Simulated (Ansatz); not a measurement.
**TiSn3O8: rattling a relaxed structure**

It was reached by relaxing an invented guess, and it needn't be the stable form of this composition.

Theory: Ansatz 0.2.0, DFT PBE, scalar-relativistic, plane waves, PAW. Cutoff 420 eV; k points 6×6×4 on the computed 12-atom cell (Γ-centred); Gaussian smearing, width 0.02 eV; no spin polarisation.

The cell below (12 atoms, space group Cmmm (No. 65)) is relaxed within its symmetry.

```xyz
12
Lattice="3.3756 -3.3811 0.0000 3.3756 3.3811 0.0000 0.0000 0.0000 6.3607" Properties=species:S:1:pos:R:3 pbc="T T T"
Ti    3.3756    0.0000    0.0000
Sn    3.3756    0.0000    3.1803
Sn    0.0000    0.0000    4.8003
Sn    0.0000    0.0000    1.5604
O     1.3709    0.0000    0.0000
O     1.3083    0.0000    3.1803
O     5.3804    0.0000    0.0000
O     5.4429    0.0000    3.1803
O     3.3756   -1.2823    4.8445
O     3.3756   -1.2823    1.5161
O     3.3756    1.2823    4.8445
O     3.3756    1.2823    1.5161
```

For the test it was strained at random (σ = 1.5 % a component), the atoms were moved at random (σ = 0.15 Å), and all was relaxed again on a coarse 4×4×2 mesh (in the run’s order of axes) with 0.10 eV smearing, with no symmetry imposed.

**Question.** Is the structure stable against such a distortion?

**Answer.** It returns, within 1 meV/atom of the unmoved cell on that mesh and with the same symmetry when read at 0.1 Å. So it is stable against the distortions that fit this cell and that this random move excites. Modes that don't fit the cell aren't tested.
